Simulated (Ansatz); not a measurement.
## Zr4InAs3: rattling a relaxed structure

The cell was found from a structure generator's guess, not taken from experiment.

These are results of DFT PBE, scalar-relativistic, plane waves, PAW (Ansatz), not measurements. Settings: cutoff 420 eV, Γ-centred mesh 12×12×2 on the computed 8-atom cell, Gaussian smearing of 0.10 eV; no spin polarisation.

The cell below (8 atoms, space group P-6m2 (No. 187)) is relaxed within its symmetry.

```
CELL_PARAMETERS angstrom
3.73135 0.00000 0.00000
-1.86567 3.23144 0.00000
0.00000 0.00000 14.58408
ATOMIC_POSITIONS crystal
Zr 0.00000 0.00000 0.15310
Zr 0.00000 0.00000 0.61680
Zr 0.00000 0.00000 0.38320
Zr 0.00000 0.00000 0.84690
In 0.66667 0.33333 0.00000
As 0.66667 0.33333 0.50000
As 0.33333 0.66667 0.26542
As 0.33333 0.66667 0.73458
```

For the test it was strained at random (σ = 1.5 % a component), the atoms were moved at random (σ = 0.05 Å), and all was relaxed again on a coarse 6×6×2 mesh (in the run’s order of axes) with 0.20 eV smearing, with no symmetry imposed.

**Question.** Does it come back?

**Answer.** It returns, within 1 meV/atom of the unmoved cell on that mesh and with the same symmetry when read at 0.1 Å. No instability shows in this cell; modes of other wave vectors, which need another repeat, aren't tested.
